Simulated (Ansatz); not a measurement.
**I, one cell by several methods**

```
CELL_PARAMETERS angstrom
3.62750 -2.39750 0.00000
3.62750 2.39750 0.00000
0.00000 0.00000 9.78000
ATOMIC_POSITIONS crystal
I 0.85000 0.15000 0.11700
I 0.65000 0.35000 0.61700
I 0.15000 0.85000 0.88300
I 0.35000 0.65000 0.38300
```

Atoms are numbered in the order listed.

Conventional cell: a = 7.255 Å, b = 4.795 Å, c = 9.780 Å, α = 90.00°, β = 90.00°, γ = 90.00°. I (atom 1) is surrounded by 1 I at 2.70 Å.

The cell is COD entry 1010091, as deposited and not checked against the literature; nothing was relaxed. It is an old determination, and later ones may differ.

Spin–orbit coupling is left out, though it moves levels of the heavy atoms by tenths of an eV or more.

Levels of theory: DFT, PBE, PAW with Ansatz's default frozen-core files, scalar-relativistic (Ansatz 0.2.0); DFT, PBE, all-electron PAW with datasets made for the crystal, scalar-relativistic (Ansatz 0.2.0); DFT, PBE, all-electron LAPW, scalar-relativistic (Ansatz 0.2.0).

For PAW: a Γ-centred 6×6×3 k mesh, Fermi–Dirac smearing of 0.03 eV, cutoff 420 eV, no spin polarisation. The crystal-made all-electron datasets (AE datasets) take a cutoff of 140 eV at this cell. LAPW targets a basis error of 0.5 meV/atom. The Ansatz runs share mesh, smearing and spin set-up. Plane-wave (PAW) pressures include the program's estimate of the Pulay term.

Stress and pressure are positive in compression.

Levels count from the top of the valence band.

```tsv
quantity	PAW	AE datasets	LAPW
pressure (GPa)	1.42	1.43	1.43
stress xx (GPa)	1.30	1.30	1.30
stress yy (GPa)	0.98	0.99	0.99
stress zz (GPa)	1.99	2.00	2.00
force on I1, z (eV/Å)	0.564	0.559	0.559
band gap (eV)	1.225	1.237	1.237
highest filled level at G0 (eV)	-0.606	-0.604	-0.604
lowest empty level at G0 (eV)	1.694	1.706	1.706
highest filled level at T (eV)	-0.979	-0.982	-0.982
lowest empty level at T (eV)	1.348	1.360	1.360
highest filled level at F0 (eV)	-0.240	-0.244	-0.244
lowest empty level at F0 (eV)	1.628	1.639	1.639
```

PAW's pressure differs from the LAPW value by about 0.01 GPa or less.
